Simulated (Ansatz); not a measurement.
Input and command of a calculation in Ansatz (plane waves; scalar-relativistic PAW potentials unless the input names others):

```yaml
crystal:
  lattice:
    - [3.9764156287, 0.0, 0.0]
    - [-1.9882078144, 3.4436769505, 0.0]
    - [0.0, 0.0, 9.973901459]
  atoms:
    - { symbol: Na, position: [0.0, 0.0, 0.0] }
    - { symbol: Na, position: [0.3333333333, 0.6666666667, 0.6632066609] }
    - { symbol: Na, position: [0.6666666667, 0.3333333333, 0.3367933391] }
    - { symbol: Cl, position: [0.3333333333, 0.6666666667, 0.1668699494] }
    - { symbol: Cl, position: [0.6666666667, 0.3333333333, 0.8331300506] }
basis:
  ecutwfc: 420
kpoints:
  mp_grid: { grid: [12, 12, 6] }
hamiltonian:
  xc: pbe
scf:
  occupations: { method: gaussian, width: 0.1 }
  convergence: { dr2_threshold: 1.0e-20 }
  max_iter: 80
output:
  forces: true
  eigenvalues: true
  stress: true
```

```bash
ansatz run input.yaml --threads 1 --pin off --max-ram 2560MiB --backend cpu --events-out ev --progress --plain --runs-dir out
```

Abridged log:
```
Basis set: ecut = 420 eV, 2685 PW (Γ), exchange–correlation on 54×54×144 points (8 copies of the dense FFT grid, shifted against one another)
Bands: 26, of which v1, the nominal top of the filled ones, is band 21 counted from 1 (20 counted from 0)
Symmetry: 12 space group operations
k-points: 100 of 864
SCF iter   1: F=—  HF=-6625.223280 eV  |F-HF|=—  |Δ(HF+E_count)|=         —  Δρ=1.07e-3  dr2=1.15e-2  ethr=1.77e-3  ⟨swp⟩=6.2  Hψ=10892  notcnv=0
SCF iter   2: F=—  HF=-6625.217667 eV  |F-HF|=—  |Δ(HF+E_count)|=   5.61e-3  Δρ=1.51e-3  dr2=6.79e-3  ethr=2.79e-5  ⟨swp⟩=2.0  Hψ=4619  notcnv=0  defer=34
SCF iter   3: F=—  HF=-6625.215702 eV  |F-HF|=—  |Δ(HF+E_count)|=   1.96e-3  Δρ=3.67e-4  dr2=7.33e-4  ethr=1.66e-5  ⟨swp⟩=2.0  Hψ=3133  notcnv=0  defer=2
automatic band count: iteration 3 solves 25 bands in place of 26: the levels show a gap, and the empty bands left out lie too high to hold charge; the band table lists the bands solved (type scf.n_extra_bands for more)
SCF iter   4: F=—  HF=-6625.215495 eV  |F-HF|=—  |Δ(HF+E_count)|=   2.08e-4  Δρ=1.34e-4  dr2=3.82e-5  ethr=1.79e-6  ⟨swp⟩=2.0  Hψ=3138  notcnv=0  defer=2
SCF iter   5: F=—  HF=-6625.215452 eV  |F-HF|=—  |Δ(HF+E_count)|=   4.23e-5  Δρ=3.13e-5  dr2=3.73e-6  ethr=9.32e-8  ⟨swp⟩=2.0  Hψ=3659  notcnv=0  defer=2
SCF iter   6: F=—  HF=-6625.215450 eV  |F-HF|=—  |Δ(HF+E_count)|=   2.93e-6  Δρ=1.02e-5  dr2=3.73e-7  ethr=9.09e-9  ⟨swp⟩=2.0  Hψ=3003  notcnv=0
SCF iter   7: F=—  HF=-6625.215450 eV  |F-HF|=—  |Δ(HF+E_count)|=   2.50e-7  Δρ=3.36e-6  dr2=1.62e-8  ethr=9.09e-10  ⟨swp⟩=2.4  Hψ=3588  notcnv=0
SCF iter   8: F=—  HF=-6625.215450 eV  |F-HF|=—  |Δ(HF+E_count)|=   1.10e-8  Δρ=1.42e-6  dr2=2.62e-9  ethr=3.96e-11  ⟨swp⟩=2.0  Hψ=4342  notcnv=0
   ...
SCF iter  12: F=—  HF=-6625.215450 eV  |F-HF|=—  |Δ(HF+E_count)|=  2.73e-12  Δρ=4.52e-9  dr2=1.96e-14  ethr=2.55e-16 (applied; sched 1.00e-12)  ⟨swp⟩=2.0  Hψ=4516  notcnv=0  defer=18
SCF iter  13: F=—  HF=-6625.215450 eV  |F-HF|=—  |Δ(HF+E_count)|=  2.73e-12  Δρ=1.49e-9  dr2=2.73e-15  ethr=4.79e-17 (applied; sched 1.00e-12)  ⟨swp⟩=2.0  Hψ=4237  notcnv=0  defer=18
SCF iter  14: F=—  HF=-6625.215450 eV  |F-HF|=—  |Δ(HF+E_count)|=  2.73e-12  Δρ=3.45e-10  dr2=2.84e-16  ethr=6.67e-18 (applied; sched 1.00e-12)  ⟨swp⟩=2.0  Hψ=4266  notcnv=0  defer=18
SCF iter  15: F=—  HF=-6625.215450 eV  |F-HF|=—  |Δ(HF+E_count)|=    0.00e0  Δρ=1.53e-10  dr2=7.06e-17  ethr=9.19e-19 (applied; sched 1.00e-12)  ⟨swp⟩=2.0  Hψ=3145  notcnv=0  defer=18
SCF iter  16: F=—  HF=-6625.215450 eV  |F-HF|=—  |Δ(HF+E_count)|=  9.09e-13  Δρ=5.30e-11  dr2=7.60e-18  ethr=9.19e-19 (applied; sched 1.00e-12)  ⟨swp⟩=1.0  Hψ=2482  notcnv=0  defer=18
SCF iter  17: F=—  HF=-6625.215450 eV  |F-HF|=—  |Δ(HF+E_count)|=  1.82e-12  Δρ=1.52e-11  dr2=4.15e-19  ethr=9.19e-19 (applied; sched 1.00e-12)  ⟨swp⟩=1.0  Hψ=2482  notcnv=0  defer=18
SCF iter  18: F=—  HF=-6625.215450 eV  |F-HF|=—  |Δ(HF+E_count)|=  9.09e-13  Δρ=3.26e-12  dr2=5.59e-20  ethr=9.19e-19 (applied; sched 1.00e-12)  ⟨swp⟩=1.0  Hψ=2482  notcnv=0  defer=18
SCF iter  19: F=-6625.215450 eV  HF=-6625.215450 eV  |F-HF|=5.46e-12  |Δ(HF+E_count)|=  1.82e-12  Δρ=1.61e-12  dr2=5.03e-21  ethr=1.00e-12  ⟨swp⟩=1.9  Hψ=3186  notcnv=0
SCF 1 converged in 19 iterations: F = -6625.215450 eV  dr2 = 5.03e-21
SCF converged after 19 iterations
Free energy (F): -6625.215450 eV
Harris-Foulkes:  -6625.215450 eV  (|F-HF|=5.46e-12)
Internal energy: -6625.209945 eV  (E = F + TS)
E sigma→0 (E₀):  -6625.212697 eV
Entropy (-TS):   -0.005505 eV (-1.101 meV/atom)
Fermi energy:    3.862889 eV
--- Forces (eV/Å), atoms counted from 1 ---
  atom   1  Na     0.00000000     0.00000000     0.00000000
  atom   2  Na     0.00000000     0.00000000     0.00082333
  atom   3  Na     0.00000000     0.00000000    -0.00082333
  atom   4  Cl     0.00000000     0.00000000     0.00035872
  atom   5  Cl     0.00000000     0.00000000    -0.00035872
--- Stress (GPa, compression-positive) ---
       -0.007315       0.000000       0.000000
        0.000000      -0.007315       0.000000
        0.000000       0.000000       0.035762
  P = ⅓ Tr σ = 0.0070 GPa (0.070 kbar)
```

One setting here is needlessly strict: a threshold far tighter than needed (scf.convergence.dr2_threshold: not typed → 1e-20). It leaves the result as it was and can only cost iterations: the run converged in 19 SCF iterations with an energy at zero smearing within 0.01 meV/atom of the reference's, pressure 0.01 GPa, largest force 0.001 eV/Å, no gap on the mesh. A reference run on usual settings, whose relaxation ended at this geometry, converged, and the end of its own relaxation has pressure 0.01 GPa, largest force 0.001 eV/Å, no gap on the mesh.

Time: 27 s on 1 thread of Arm Neoverse V1, with other jobs on the host, peak memory 0.51 GiB.